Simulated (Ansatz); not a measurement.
SiGe (P6_3mc), axial (c/a) deformation path

Theory: DFT LDA, scalar-relativistic, plane waves, PAW (Ansatz 0.2.0). Cutoff 420 eV, Γ-centred 12×12×8 k-points, Gaussian smearing of 0.03 eV. No spin polarisation. Energies are free energies at this smearing, counted from the undisturbed cell; pressure is positive in compression.

The undisturbed cell (as given, not relaxed at this level; it stands at -2.1 GPa, and it needn't be the usual structure):

```yaml
crystal:
  lattice:
    - [3.90445, 0.00000, 0.00000]
    - [-1.95223, 3.38135, 0.00000]
    - [0.00000, 0.00000, 6.45078]
  atoms:
    - { symbol: Si, position: [0.66667, 0.33333, 0.87461] }
    - { symbol: Si, position: [0.33333, 0.66667, 0.37461] }
    - { symbol: Ge, position: [0.66667, 0.33333, 0.50039] }
    - { symbol: Ge, position: [0.33333, 0.66667, 0.00039] }
```

At fixed volume and fractional coordinates, lengths along (0.000, 0.000, 1.000) are scaled against those across it; ρ is that ratio over its starting value.

```csv
ρ,ΔE (meV/atom),pressure (GPa),gap on the mesh (eV)
0.800,518.7,5.8,0.00
0.850,264.1,2.0,0.00
0.920,65.2,-1.0,0.00
0.960,15.1,-1.8,0.00
1.000,0.0,-2.1,0.35
1.050,20.0,-1.8,0.25
1.100,72.8,-1.0,0.06
1.200,238.8,1.6,0.00
1.300,436.3,4.9,0.00
```

Where the gap reads zero the k-mesh, chosen for the insulator, is on the coarse side.

Cost: 9 runs of about 2.6 core-minutes in all, on Intel Xeon Processor @ 2.70GHz (shared hosts).